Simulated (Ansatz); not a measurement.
Input and command of a plane-wave DFT calculation in Ansatz:

```yaml
crystal:
  lattice:
    - [-1.4211514202, 1.4211514202, 1.37608145]
    - [1.4211514202, -1.4211514202, 1.37608145]
    - [1.4211514202, 1.4211514202, -1.37608145]
  atoms:
    - { symbol: Cu, position: [0.0, 0.0, 0.0] }
basis:
  ecutwfc: 300.0
kpoints:
  mp_grid: { grid: [24, 24, 24] }
hamiltonian:
  xc: r2scan
scf:
  occupations: { method: gaussian, width: 0.15 }
output:
  forces: true
  stress: true
  eigenvalues: true
```

```bash
ansatz run input.yaml --threads 1 --pin off --max-ram 2560MiB --backend cpu --events-out ev --progress --plain --runs-dir out
```

Processor: Intel(R) Xeon(R) Processor @ 2.50GHz (Skylake/Cascade Lake), 1 thread, on a host shared with other jobs.

How long does it run, and how much memory does it take?

About 27 s on 1 thread of Intel(R) Xeon(R) Processor @ 2.50GHz (Skylake/Cascade Lake), with other jobs on the host, peak memory 0.44 GiB. It solves 14 bands at 1063 k points (the mesh reduced by the symmetry that the task leaves, which can be less than the crystal's) with about 139 plane waves, in 6 SCF iterations.
